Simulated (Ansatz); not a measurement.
## Field gradients of MoS2 with Ta replacing Mo from run to run

Cell of run 1: a supercell of MoS2 (space group P6_3/mmc) built from a structure deposited in the COD, with all atoms left at the host's positions.

```cif
data_structure
_symmetry_space_group_name_H-M 'P 1'
_symmetry_Int_Tables_number 1
_cell_length_a 6.3380
_cell_length_b 6.3380
_cell_length_c 12.3240
_cell_angle_alpha 90.000
_cell_angle_beta 90.000
_cell_angle_gamma 120.000
_cell_volume 428.73
loop_
_atom_site_label
_atom_site_type_symbol
_atom_site_fract_x
_atom_site_fract_y
_atom_site_fract_z
_atom_site_occupancy
Ta1 Ta 0.16667 0.33333 0.25000 1
Mo2 Mo 0.16667 0.83333 0.25000 1
Mo3 Mo 0.66667 0.33333 0.25000 1
Mo4 Mo 0.66667 0.83333 0.25000 1
Mo5 Mo 0.33333 0.16667 0.75000 1
Mo6 Mo 0.33333 0.66667 0.75000 1
Mo7 Mo 0.83333 0.16667 0.75000 1
Mo8 Mo 0.83333 0.66667 0.75000 1
S9 S 0.16667 0.33333 0.62300 1
S10 S 0.16667 0.83333 0.62300 1
S11 S 0.66667 0.33333 0.62300 1
S12 S 0.66667 0.83333 0.62300 1
S13 S 0.33333 0.16667 0.12300 1
S14 S 0.33333 0.66667 0.12300 1
S15 S 0.83333 0.16667 0.12300 1
S16 S 0.83333 0.66667 0.12300 1
S17 S 0.16667 0.33333 0.87700 1
S18 S 0.16667 0.83333 0.87700 1
S19 S 0.66667 0.33333 0.87700 1
S20 S 0.66667 0.83333 0.87700 1
S21 S 0.33333 0.16667 0.37700 1
S22 S 0.33333 0.66667 0.37700 1
S23 S 0.83333 0.16667 0.37700 1
S24 S 0.83333 0.66667 0.37700 1
```

Sites (sets of like atoms) are named by element and the number of their first atom in this list.

Relaxed positions (PBE, cell held):

```
CELL_PARAMETERS angstrom
6.33800 0.00000 0.00000
-3.16900 5.48887 0.00000
0.00000 0.00000 12.32400
ATOMIC_POSITIONS crystal
Ta 0.16667 0.33333 0.25000
Mo 0.16732 0.83366 0.25000
Mo 0.66634 0.33268 0.25000
Mo 0.66634 0.83366 0.25000
Mo 0.33333 0.16667 0.75000
Mo 0.33333 0.66667 0.75000
Mo 0.83333 0.16667 0.75000
Mo 0.83333 0.66667 0.75000
S 0.16667 0.33333 0.62377
S 0.16680 0.83340 0.62377
S 0.66660 0.33320 0.62377
S 0.66660 0.83340 0.62377
S 0.33534 0.16466 0.12206
S 0.33534 0.67069 0.12206
S 0.82931 0.16466 0.12206
S 0.83333 0.66667 0.12367
S 0.16667 0.33333 0.87623
S 0.16680 0.83340 0.87623
S 0.66660 0.33320 0.87623
S 0.66660 0.83340 0.87623
S 0.33534 0.16466 0.37794
S 0.33534 0.67069 0.37794
S 0.82931 0.16466 0.37794
S 0.83333 0.66667 0.37633
```

All runs are DFT with Ansatz 0.2.0 (plane waves and PAW, scalar-relativistic unless spin–orbit coupling is named, Γ-centred meshes, Fermi–Dirac smearing where given) in this cell, at cell charge +1.

Run 1: PBE, atoms at the host's positions; 420 eV, 4×4×2 k-points, smearing 0.01 eV.
Run 2: PBE, atoms relaxed; 420 eV, 4×4×2 k-points, smearing 0.01 eV.
Run 3: r2SCAN, at the relaxed atoms; 500 eV, 4×4×2 k-points, smearing 0.01 eV.

**Question.** What does each run give, and what moves the gradients most?

**Answer.** 

```tsv
run	Ta V_zz (η)	Mo5 V_zz (η)	S13 V_zz (η)
1	-21.1 (0.00)	-6.64 (0.00)	-5.24 (0.65)
2	-19.04 (0.00)	-6.87 (0.00)	-4.92 (0.67)
3	-18.80 (0.00)	-6.90 (0.00)	-4.79 (0.72)
```

V_zz in 10²¹ V/m²; 3 of the 8 sets of like atoms are followed. Against run 1, the gradient tensors on these sites move by at most 2.02 in run 2 (Ta), 2.26 in run 3 (Ta). Taken one at a time, the positions of the atoms (as given or relaxed) move the tensors on these sites by up to 2.02 (largest principal value of the change, on Ta), the functional (r2SCAN with its higher cutoff) by 0.24 (Ta).

The defect repeats with the cell of 24 atoms, so it feels its images: sites between two images don't show the values beside a lone defect, and zeros or small values of η there can come from the images' arrangement. Mo and S carry a gradient in the pure host already, so the values there aren't the defect's effect alone. A uniform background compensates the cell's charge. Without spin–orbit coupling the gradients at and beside Ta can be off by some per cent, at some sites by more. With these PAW files V_zz is typically within 2 to 3 % of all-electron values, but misses above 10 % occur on Ta. The relaxation keeps the site symmetry -6m2 of the start, so the impurity can't leave its site; a distortion that would localise the partly filled state isn't explored. In run 1 the atoms aren't at the calculated equilibrium (largest force 0.45 eV/Å). In runs 1, 2, 3 the defect cell has no gap above 0.1 eV, so the values hang on the smearing and the k-mesh. The run isn't spin-polarised, and a state with spin may lie lower.
